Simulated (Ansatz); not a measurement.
An Ansatz input (plane waves, PAW) for LaB₆ (CaB6-type structure) that has something wrong with it:

```yaml
crystal:
  lattice:
    - [4.1523441329, 0.0, 0.0]
    - [0.0, 4.1523441329, 0.0]
    - [0.0, 0.0, 4.1523441329]
  atoms:
    - { symbol: La, position: [0.0, 0.0, 0.0] }
    - { symbol: B, position: [0.2000751123, 0.5, 0.5] }
    - { symbol: B, position: [0.7999248877, 0.5, 0.5] }
    - { symbol: B, position: [0.5, 0.5, 0.2000751123] }
    - { symbol: B, position: [0.5, 0.5, 0.7999248877] }
    - { symbol: B, position: [0.5, 0.2000751123, 0.5] }
    - { symbol: B, position: [0.5, 0.7999248877, 0.5] }
basis:
  ecutwfc: 500
  ecutrho_ratio: 4
kpoints:
  mp_grid: { grid: [8, 8, 8] }
hamiltonian:
  xc: r2scan
scf:
  occupations: { method: gaussian, width: 0.05 }
  mixing: { algorithm: broyden, beta: 1.5, ndim: 1, preconditioner: none }
  max_iter: 50
output:
  forces: true
  stress: true
```

Launched as:
```sh
ansatz run input.yaml --threads 4 --pin off --max-ram 8192MiB --backend cpu --events-out ev --progress --plain --runs-dir out
```

Task: What is wrong with it?

Result: Mixing far too strong. Against the sound input: scf.mixing: {"algorithm": "broyden", "beta": 1.5, "ndim": 1, "preconditioner": "none"} (the cap on iterations is only a precaution).

What the program printed:

```
Error: invalid value for `scf.mixing.beta`: must be finite and in (0, 1]; got 1.5
```

The input was refused before any iteration. Cost: 0.02 s on 4 threads of Arm Neoverse V2, with other jobs on the host, peak memory 0.031 GiB. The run before the change (r²SCAN, 500 eV, 8×8×8 mesh) gave:

```tsv
run	P (GPa)	gap on the mesh (eV)	cell moment (μB)	largest force component (eV/Å)
sound	0.0	metal	–	0.004
```

The start was a prototype's sites filled with these elements; the Crystallography Open Database holds the compound in this structure.

Of that run: The cell is a metal with an odd number of electrons, and spin polarisation wasn't tried.
